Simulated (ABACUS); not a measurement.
A self-consistent single point of TaAs (I4_1md, 8 atoms in the cell; from Materials Project mp-1936, changed as shown) with ABACUS.

Method: PBE, PseudoDojo 0.5 standard norm-conserving PBE (tails mended) pseudopotentials (plane waves; ABACUS).

The change in words: lattice scaled by 1.02. Reference geometry (I4_1md):
```xyz
8
Lattice="3.4436 0.0000 0.0000 0.0000 3.4436 0.0000 0.0000 0.0000 11.7359" Properties=species:S:1:pos:R:3 pbc="T T T"
Ta     1.7218     0.0000     2.9336
Ta     1.7218     1.7218    11.7355
Ta     0.0000     1.7218     8.8016
Ta     0.0000     0.0000     5.8676
As     1.7218     0.0000     9.7716
As     0.0000     0.0000     0.9697
As     0.0000     1.7218     3.9037
As     1.7218     1.7218     6.8377
```

Reference input (self-consistent single point, DFT, PBE, plane waves, PseudoDojo 0.5 standard norm-conserving PBE (tails mended) pseudopotentials): KPT = Gamma 6 6 2 0 0 0; basis_type = pw; dft_functional = PBE; ecutwfc = 84 Ry; smearing_method = fd; smearing_sigma = 0.00999582 Ry; potentials = PseudoDojo 0.5 standard norm-conserving PBE (tails mended); symmetry = 1; symmetry_prec = 1e-05; ks_solver = dav; scf_nmax = 100; scf_thr = 1.0e-09 Ry. This run's input differs from it in these lines:

```diff
@@ -28,5 +28,5 @@
 LATTICE_VECTORS
-   6.5075175745    0.0000000000    0.0000000000
-   0.0000000000    6.5075175745    0.0000000000
-   0.0000000000    0.0000000000   22.1775990315
+   6.6376686819    0.0000000000    0.0000000000
+   0.0000000000    6.6376686819    0.0000000000
+   0.0000000000    0.0000000000   22.6211517680
```

Log, with long lists cut:

```
 SELF-CONSISTENT
 -------------------------------------------
                                 init_chg = atomic

 PW ALGORITHM --------------- ION=   1  ELEC=   1--------------------------------

 Notice: Threshold on eigenvalues was too large.

 Density error is 0.21660281417
                          Error Threshold = 0.000189198945088
 E_KohnSham     -1369.6470041851     -18635.0035055477
 E_Fermi        1.1981293331         16.3013858717

 PW ALGORITHM --------------- ION=   1  ELEC=   2--------------------------------

 Density error is 0.0224609275547
                          Error Threshold = 0.000193395369794
   [... lines left out ...]

 Density error is 2.51617378356e-09
                          Error Threshold = 1.74040106285e-11
 E_KohnSham     -1369.6707161624     -18635.3261235493
 E_Fermi        1.1720206187         15.9461585882

 PW ALGORITHM --------------- ION=   1  ELEC=  11--------------------------------

 Density error is 3.19536639672e-10
                          Error Threshold = 2.24658373532e-12
 E_KohnSham     -1369.6707161627     -18635.3261235529
 E_KS(sigma->0) -1369.6659139144     -18635.2607856136
 E_entropy(-TS) -0.0096044965        -0.1306758786
 E_Fermi        1.1720203655         15.9461551430
 charge density convergence is achieved
 final etot is -18635.326124 eV
 EFERMI = 15.946155143 eV

 STATE ENERGY(eV) AND OCCUPATIONS    NSPIN == 1
   [... 65 lines left out ...]

 TOTAL-FORCE (eV/Angstrom)
                       Ta1         0.0000000000         0.0000000000        -0.0074801969
                       Ta2         0.0000000000         0.0000000000        -0.0072958459
                       Ta3         0.0000000000         0.0000000000        -0.0084572958
                       Ta4         0.0000000000         0.0000000000        -0.0086416468
                       As1         0.0000000000         0.0000000000         0.0077627412
                       As2         0.0000000000         0.0000000000         0.0092917480
                       As3         0.0000000000         0.0000000000         0.0081747515
   [... lines left out ...]

 TOTAL-STRESS (KBAR)
       -74.5101915971         0.0000000000         0.0000000000
         0.0000000000       -74.5101915971         0.0000000000
         0.0000000000         0.0000000000       -68.9948334851
 TOTAL-PRESSURE: -72.671739 KBAR

 --------------------------------------------
 !FINAL_ETOT_IS -18635.3261235529316764 eV
 --------------------------------------------
```

The run converged in 11 iterations. Against the reference run the free energy rises by 17.5 meV/atom, the pressure goes from 2.53 to -7.27 GPa and the largest force goes from 0.018 to 0.009 eV/Å.

Spin-orbit coupling is left out, which matters for bands and gaps with elements this heavy. The structure comes from a collection of computed structures, made at another level of theory; the collection holds predicted forms beside known ones. No clean gap shows at this smearing width and mesh (spacing up to 0.30 Å⁻¹); the mesh is coarse for partly filled bands, so the values carry mesh errors.

Cost on one core: about 4 core-minutes (a rough figure).

“Tails mended”: in these copies of the files the far tail of each local potential was reset to the Coulomb form.
